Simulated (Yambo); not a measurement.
Yambo run on CdS (zinc blende, space group F-43m, No. 216). The wavefunctions are PBEsol (Quantum ESPRESSO, PseudoDojo norm-conserving, 102 Ry, no spin-orbit coupling) ones on a 4×4×4 mesh (13 occupied bands); a = b = c = 4.119 Å, α = β = γ = 60.00°.

Yambo input:

```
rim_cut
gw0
dyson
el_el_corr
HF_and_locXC
ppa
em1d
RandQpts= 1000000
RandGvec= 1 Ry
EXXRLvcs= 102 Ry
VXCRLvcs= 408 Ry
Chimod= "HARTREE"
% BndsRnXp
 5 | 64 |
%
NGsBlkXp= 10 Ry
% LongDrXp
 1.0 | 1.0 | 1.0 |
%
PPAPntXp= 27.2114 eV
% GbndRnge
 1 | 64 |
%
GTermKind= "BG"
DysSolver= "n"
ExtendOut
% QPkrange
 1 | 1 | 13 | 14 |
%
```

k points by index: 1 = Γ.

Table of the .qp output:

```
#    K-point    Band    Eo [eV]    E [eV]    E-Eo [eV]    Vxc [eV]    Vnlxc [eV]    Sc|Eo [eV]    Sc|E [eV]    dSc/dw|Eo [eV]    Re(Z)    Im(Z)
#
    1    13    0.000000    -0.805156    -0.805156    -15.31103    -18.38040    2.043391    2.264210    -7.461919    0.784791    -0.001417
    1    14    1.012379    1.387814    0.375435    -10.79831    -6.797991    -3.539037    -3.624879    -6.220098    0.813943    -0.001290
```
(The two width columns are left out.) Convergence of these settings isn't established.

Geometry relaxed with PBEsol.
